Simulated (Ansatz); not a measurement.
Infrared lines of transverse zone-centre modes from plane-wave PAW r²SCAN (Ansatz code):

```tsv
ω (cm⁻¹)	relative intensity
181	1.7
227	27
248	1.1
256	28
312	100
328	42
341	52
385	56
407	43
500	19
509	30
598	17
730	20
```

Question: Pick the material that matches.
(A) SiO2, rutile
(B) HfO2, P2_1/c (Hf on 4e, O on 4e, O on 4e)
(C) KTaO3, cubic perovskite
(D) SrO, rock salt

Answer: B, HfO2, P2_1/c (Hf on 4e, O on 4e, O on 4e)

The cell was relaxed with r²SCAN under the symmetry of its start. The run is not spin-polarised. Spin–orbit coupling is left out wherever it is not named.

Potentials: the earlier of the program's two PAW sets.
